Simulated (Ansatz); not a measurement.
A distorted cell of Ru (hcp, Mg type):

```xyz
2
Lattice="2.7046 0.0000 0.0000 -1.3523 2.3422 0.0000 0.0000 0.0000 4.2601" Properties=species:S:1:pos:R:3 pbc="T T T"
Ru     0.0000     1.5615     3.1951
Ru     1.2611     0.6895     0.9738
```

Calculation: r2SCAN (plane waves to 500 eV, PAW, scalar-relativistic; Ansatz, an electronic-structure program). k mesh 16×16×9 (Γ-centred), Fermi-Dirac smearing 0.05 eV. Energies are smeared free energies. Stress and pressure are positive under compression. With partly filled bands, energies and forces of such displacements shift with the k mesh and the smearing. Ru is run without spin polarisation. Ru was relaxed with its symmetry unable to fall.

Problem. Predict the force on every atom, in eV/Å.

Solution. 
```tsv
atom	Fx	Fy	Fz
Ru1	-0.731	-0.672	-1.144
Ru2	0.731	0.672	1.144
```

Problem. Give the stress tensor in GPa and the pressure.

Solution. 
```
   -0.7     -1.8      1.3
   -1.8      2.8      1.5
    1.3      1.5      5.1
```
The pressure, a third of the trace, is 2.4 GPa.

Problem. In it atom 2 sits (-0.091, -0.091, -0.091) Å away from its relaxed site. What is its energy relative to the relaxed cell?

Solution. 118 meV/cell.

(A displaced cell: forces are minus the slopes of the energy, force constants its curvatures, and phonons follow from these.)
